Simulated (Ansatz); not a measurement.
Problem. Si in space group Fd-3m (No. 227; Si on 32e) is relaxed with r²SCAN in the plane-wave PAW code Ansatz. What lattice parameters of the conventional cell result?

Solution. a = 11.770 Å.

Problem. Give the free coordinates with the occupied sites.

Solution. In one choice of origin and axes:

```csv
atom,site,symmetry,x,y,z
Si,32e,.3m,0.0701,0.0701,0.0701
```

Problem. Is it a metal or does it have a gap at this level?

Solution. A gap of 0.11 eV, direct.

The start of the workflow was typed in or built on a structure type. Its sites differ from those of the usual phase in this space group: another stacking or structure type. The r²SCAN relaxation kept the symmetry of its start. At this level the phase is mechanically unstable. The volume moved by 40 % from the start of the relaxation.

Potentials: the later of the program's two PAW sets.
